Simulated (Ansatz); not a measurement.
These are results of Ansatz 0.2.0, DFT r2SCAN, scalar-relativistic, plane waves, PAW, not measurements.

Structure of MoPd:

```
CELL_PARAMETERS angstrom
2.75894 0.00000 0.00000
-1.37947 2.38932 0.00000
0.00000 0.00000 4.55614
ATOMIC_POSITIONS crystal
Mo 0.66667 0.33333 0.50000
Pd 0.33333 0.66667 0.00000
```

Cutoff 500 eV; k points 18×18×10 on the computed 2-atom cell (Γ-centred); Gaussian smearing, width 0.10 eV; no spin polarisation.

Levels along Γ–M–K–Γ–A–L–H–A | L–M | H–K, in eV from the Fermi level, sorted by energy at each point. Points in fractions of the primitive reciprocal vectors: Γ (0.000 0.000 0.000), M (0.500 0.000 0.000), K (0.333 0.333 0.000), A (0.000 0.000 0.500), L (0.500 0.000 0.500), H (0.333 0.333 0.500).
```csv
point,"k (1/Å, with 2π)",band 14,band 15,band 16,band 17,band 18,band 19,band 20
Γ,0.000,-2.36,-2.36,-0.65,-0.65,0.63,2.49,2.49
-,0.188,-2.56,-2.41,-0.79,-0.47,0.14,2.48,3.21
-,0.376,-2.55,-2.33,-1.05,-0.56,0.06,2.46,4.56
-,0.564,-2.56,-2.23,-1.14,-0.84,0.90,2.43,6.08
-,0.751,-2.33,-1.97,-1.59,0.07,1.96,2.39,7.63
-,0.939,-2.13,-1.93,-1.40,1.32,2.34,3.10,8.91
-,1.127,-2.13,-1.48,-0.96,2.31,2.58,4.06,7.61
M,1.315,-2.20,-1.11,-0.79,2.30,3.26,4.46,6.70
-,1.423,-2.17,-1.44,-0.45,2.22,3.05,4.57,6.76
-,1.532,-2.10,-1.79,-0.01,2.00,2.57,4.79,6.90
-,1.640,-2.02,-1.87,0.38,1.72,2.01,5.06,7.02
-,1.749,-1.94,-1.68,0.68,1.42,1.49,5.37,7.07
-,1.857,-1.89,-1.34,0.70,1.18,1.20,5.76,7.08
-,1.966,-1.86,-0.98,0.43,1.03,1.25,6.23,7.09
K,2.074,-1.86,-0.81,0.29,0.98,1.29,6.63,7.00
-,2.291,-1.84,-1.19,0.35,1.05,1.14,5.57,8.01
-,2.508,-1.73,-1.66,-0.04,0.21,1.50,4.61,9.67
-,2.725,-1.96,-1.51,-0.95,-0.67,1.90,3.26,8.93
-,2.942,-2.18,-1.85,-1.23,-1.20,1.66,2.22,6.93
-,3.158,-2.66,-2.19,-1.22,-0.71,0.36,2.40,5.05
-,3.375,-2.59,-2.43,-0.84,-0.40,0.03,2.48,3.40
Γ,3.592,-2.36,-2.36,-0.65,-0.65,0.63,2.49,2.49
-,3.691,-2.37,-2.37,-0.62,-0.62,0.47,2.49,2.49
-,3.789,-2.40,-2.40,-0.56,-0.56,0.04,2.49,2.49
-,3.888,-2.44,-2.44,-0.54,-0.45,-0.45,2.49,2.49
-,3.986,-2.50,-2.50,-1.13,-0.33,-0.33,2.48,2.48
-,4.085,-2.54,-2.54,-1.62,-0.22,-0.22,2.46,2.46
-,4.183,-2.58,-2.58,-1.94,-0.14,-0.14,2.45,2.45
A,4.282,-2.59,-2.59,-2.04,-0.12,-0.12,2.44,2.44
-,4.470,-3.02,-2.57,-1.63,-0.18,0.02,2.38,2.40
-,4.657,-3.15,-2.55,-1.42,-0.01,0.45,2.19,2.30
-,4.845,-2.67,-2.55,-1.44,0.60,1.18,1.93,2.19
-,5.033,-2.59,-2.08,-0.80,1.37,1.64,2.12,2.16
-,5.221,-1.92,-1.49,0.34,1.35,2.17,2.23,3.22
-,5.409,-1.05,-1.01,1.13,1.16,2.37,3.24,4.11
L,5.597,-0.82,-0.72,1.03,1.41,2.54,3.79,4.47
-,5.705,-1.13,-0.58,0.96,1.39,2.76,3.33,4.99
-,5.814,-1.60,-0.57,0.81,1.27,2.79,3.31,5.79
-,5.922,-2.12,-0.68,0.66,0.95,2.47,4.03,6.62
-,6.030,-2.64,-0.85,0.47,0.53,2.33,4.83,7.47
-,6.139,-2.27,-1.01,-0.05,0.41,2.27,5.66,8.31
-,6.247,-1.78,-1.13,-0.48,0.33,2.23,6.41,9.08
H,6.356,-1.56,-1.17,-0.67,0.30,2.21,6.78,9.44
-,6.573,-1.94,-1.05,-0.59,0.44,2.29,5.47,8.09
-,6.790,-2.25,-1.06,-0.88,0.75,2.23,3.66,5.91
-,7.006,-2.41,-1.75,-1.23,1.12,1.71,2.61,3.74
-,7.223,-2.74,-2.15,-1.80,0.89,1.61,1.94,2.32
-,7.440,-2.95,-2.58,-1.48,0.10,0.72,2.07,2.31
-,7.657,-3.11,-2.57,-1.56,-0.19,0.07,2.35,2.40
A,7.874,-2.59,-2.59,-2.04,-0.12,-0.12,2.44,2.44
L,7.874,-0.82,-0.72,1.03,1.41,2.54,3.79,4.47
-,7.973,-0.87,-0.81,1.10,1.55,2.28,4.06,4.47
-,8.071,-1.17,-0.81,1.27,1.51,2.12,4.47,4.57
-,8.169,-1.46,-0.80,0.90,1.53,2.47,4.46,5.13
-,8.268,-1.66,-0.80,0.23,1.81,2.81,4.46,5.70
-,8.367,-1.77,-0.80,-0.41,2.06,3.06,4.46,6.20
-,8.465,-1.94,-0.92,-0.80,2.24,3.21,4.46,6.57
M,8.563,-2.20,-1.11,-0.79,2.30,3.26,4.46,6.70
H,8.563,-1.56,-1.17,-0.67,0.30,2.21,6.78,9.44
-,8.662,-1.57,-1.13,-0.62,0.30,2.16,6.82,9.14
-,8.761,-1.61,-1.04,-0.44,0.31,2.01,6.95,8.57
-,8.859,-1.67,-0.96,-0.13,0.31,1.82,7.11,8.04
-,8.958,-1.74,-0.90,0.24,0.31,1.62,7.26,7.59
-,9.056,-1.80,-0.85,0.30,0.60,1.44,7.11,7.26
-,9.155,-1.84,-0.82,0.30,0.88,1.33,6.76,7.06
K,9.253,-1.86,-0.81,0.29,0.98,1.29,6.63,7.00
```

Cost: 1 run of about 1.7 core-minutes, on Arm Neoverse V1 (shared hosts).